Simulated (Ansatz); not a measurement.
# Pb: from a starting cell to a relaxed one

The start is a generated cell, Pb built in the AFLOW prototype A_hP1_191_a (A_f, as in Sn). The cell and all atomic positions are relaxed at zero pressure with PBE (plane waves to 420 eV, PAW, scalar-relativistic; Ansatz, a program for electronic structure). The first steps use a coarse 11×11×10 k-mesh.

Input geometry:
```yaml
crystal:
  lattice:
    - [3.47910, 0.00000, 0.00000]
    - [-1.73955, 3.01299, 0.00000]
    - [0.00000, 0.00000, 3.23973]
  atoms:
    - { symbol: Pb, position: [0.00000, 0.00000, 0.00000] }
```

### Question
How much energy is released per atom?

### Answer
0.01 eV/atom.

### Question
How does the volume change?

### Answer
-2.3 %, from 33.96 to 33.18 Å³/atom.

### Question
What band gap does the relaxed structure have at this level?

### Answer
Zero (metallic).

### Question
Give the final cell and atomic positions.

### Answer

Space group P6/mmm (No. 191); a = 3.4212 Å, b = 3.4212 Å, c = 3.2735 Å, α = 90.00°, β = 90.00°, γ = 120.00°

```tsv
atom	site	symmetry	x	y	z
Pb	1a	6/mmm	0.0000	0.0000	0.0000
```

The space group stays P6/mmm (No. 191) (the run could not lower it); the end is AFLOW prototype A_hP1_191_a (A_f, as in Sn), with 1 atom in the primitive cell. Final values are on a 16×16×14 k-mesh of the relaxed cell. No spin polarisation in the result.

The run could not lose the symmetry of its start: the end is stationary, and may be a saddle point rather than a minimum.

The relaxed structure here is a generated cell of Pb: the first start was made by placing the elements on the sites of a structure type, and the end was not matched to a known phase here, so it may be hypothetical. Known forms of Pb include space group No. 225.
